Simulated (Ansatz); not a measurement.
SnPbSe₂:
```cif
data_Pb3Se6Sn3
_chemical_formula_sum 'Sn3 Pb3 Se6'
_space_group_name_H-M_alt 'R-3m :H'
_space_group_IT_number 166
_space_group_name_Hall '-R 3 2"'
_cell_length_a 4.31324
_cell_length_b 4.31324
_cell_length_c 21.14753
_cell_angle_alpha 90.000
_cell_angle_beta 90.000
_cell_angle_gamma 120.000
loop_
_atom_site_label
_atom_site_type_symbol
_atom_site_symmetry_multiplicity
_atom_site_Wyckoff_symbol
_atom_site_fract_x
_atom_site_fract_y
_atom_site_fract_z
_atom_site_occupancy
Sn1 Sn 3 b 0.00000 0.00000 0.50000 1
Pb1 Pb 3 a 0.00000 0.00000 0.00000 1
Se1 Se 6 c 0.00000 0.00000 0.24734 1
```
(The calculation used a cell of 4 atoms; values per cell refer to that cell.)

Relaxed with r²SCAN. Plane-wave PAW r²SCAN (Ansatz code) gives a gap of 0.10 eV.

Task: What gap does HSE06 give on the same cell (Ansatz, PAW)?

Result: 0.22 eV, 0.12 eV more. The hybrid was solved on a coarser mesh and at special points; the gap given is the minimum over both.

```json
[
 {"k": "Γ", "v1 r²SCAN": "-0.02", "c1 r²SCAN": "0.10", "v1 HSE06": "-0.02", "c1 HSE06": "0.22"},
 {"k": "T", "v1 r²SCAN": "-1.23", "c1 r²SCAN": "1.77", "v1 HSE06": "?", "c1 HSE06": "?"},
 {"k": "L", "v1 r²SCAN": "-2.27", "c1 r²SCAN": "2.71", "v1 HSE06": "?", "c1 HSE06": "?"},
 {"k": "F", "v1 r²SCAN": "0.00", "c1 r²SCAN": "0.10", "v1 HSE06": "0.00", "c1 HSE06": "0.22"},
 {"k": "S0", "v1 r²SCAN": "-1.13", "c1 r²SCAN": "1.29", "v1 HSE06": "?", "c1 HSE06": "?"},
 {"k": "H0", "v1 r²SCAN": "-1.62", "c1 r²SCAN": "2.04", "v1 HSE06": "?", "c1 HSE06": "?"}
]
```

Task: Top valence (v1) and lowest conduction level (c1) in eV from each method's valence maximum (which need not be a listed point): supply the withheld HSE06 values.

Result: 
- H0, v1 HSE06: -1.72
- H0, c1 HSE06: 2.30
- S0, v1 HSE06: -1.20
- S0, c1 HSE06: 1.52
- L, v1 HSE06: -2.42
- L, c1 HSE06: 2.98
- T, v1 HSE06: -1.31
- T, c1 HSE06: 2.01

Cost on shared cores: the r²SCAN run (SCF on a 8×8×8 mesh, then bands and DOS) about 2.5 core-minutes (a rough figure), the HSE06 run (SCF on 6×6×6, then a few points) about 16 core-minutes (a rough figure); the tasks are unlike.

The first step of the workflow began from a Materials Project structure, measured or hypothetical; the Crystallography Open Database copy checked does not list it. With Sn and Pb taken as one species the cell has the higher symmetry Fm-3m, so it may be an ordered model of a mixed-site phase. Whether it is the stable phase at ambient conditions was not checked. The r²SCAN relaxation kept the symmetry of its start; phonons show weakly imaginary modes. Scalar-relativistic: spin–orbit coupling is off unless named, which matters more the heavier the elements.

Potentials: the later of the program's two PAW sets.
